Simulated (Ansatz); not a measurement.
## What DFT gives for YGe2Ru2

```
Y Ru Ge
1.0
     0.00000    4.20175    0.00000
     4.20175    0.00000    0.00000
     2.10088    2.10088   -4.89144
Y Ru Ge
1 2 2
Direct
  0.00000 0.00000 0.00000
  0.75000 0.25000 0.50000
  0.25000 0.75000 0.50000
  0.37100 0.37100 0.25800
  0.62900 0.62900 0.74200
```

Level: r2SCAN, no spin polarisation; 500 eV; 7×7×7 Γ-centred mesh; gaussian occupations (width 0.0175 eV); Ansatz 0.2.0, fixed geometry.

(1) Give the Bader charges.

(2) Describe some of the short contacts.

(3) Is there a gap?

(4) Where is the largest force?

Origin: a database entry at a rescaled volume.

Answers

(1) Bader charges in e: Y +1.79, Ge -0.21, Ru -0.68. In the mean Y gives up most and Ru takes most.

(2) Ru–Ge at 2.41 Å: least valence density 0.54 e/Å³ and ELF 0.42 there. Ge–Ge at 2.52 Å: least valence density 0.41 e/Å³ and ELF 0.65 there. Y–Ru at 3.22 Å: least valence density 0.15 e/Å³ and ELF 0.13 there. These are pseudo-fields; inside the PAW spheres they differ from the all-electron ones.

(3) It is a metal, with about 2.5 states/eV a cell as the mean within 0.25 eV of the Fermi level, mostly Ru d (58 %), Y d (21 %) and Ge p (12 %).

(4) The largest is on Ge5 (and as large on other atoms): 0.15 eV/Å, components (0.00, 0.00, 0.15). It makes 61° with the line to a nearest neighbour, Ru2 at 2.41 Å.
